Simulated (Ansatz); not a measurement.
Space group P2_13 (No. 198). a = 4.596 Å, b = 4.596 Å, c = 4.596 Å, α = 90.00°, β = 90.00°, γ = 90.00°
```tsv
atom	site	symmetry	x	y	z
Fe	4a	.3.	0.1362	0.1362	0.1362
Ge	4a	.3.	0.8420	0.8420	0.8420
```

Equation of state of this FeGe structure (not necessarily the ground state), with shape and atoms relaxed at each volume where symmetry leaves them free. It has no gap at any of these volumes. Computed with Ansatz, DFT PBEsol, scalar-relativistic, plane waves, PAW.

Plane waves to 420 eV, a k mesh through Γ of 8×8×8 on the computed 8-atom cell and Gaussian smearing (0.10 eV); collinear spin.

```json
{"V (Å³/atom)": "11.411", "E − E(largest V) (meV/atom)": "6.11", "P (GPa)": "13.34"}
{"V (Å³/atom)": "11.775", "E − E(largest V) (meV/atom)": "-15.92", "P (GPa)": "6.11"}
{"V (Å³/atom)": "12.139", "E − E(largest V) (meV/atom)": "-22.64", "P (GPa)": "-0.02"}
{"V (Å³/atom)": "12.503", "E − E(largest V) (meV/atom)": "-16.59", "P (GPa)": "-5.08"}
{"V (Å³/atom)": "12.867", "E − E(largest V) (meV/atom)": "0.00", "P (GPa)": "-9.25"}
```

Task: Fit a third-order Birch–Murnaghan equation to E(V).

Result: V0 = 12.14 Å³/atom, B0 = 186 GPa, B0' = 5.2.

Only parallel moments were tried here.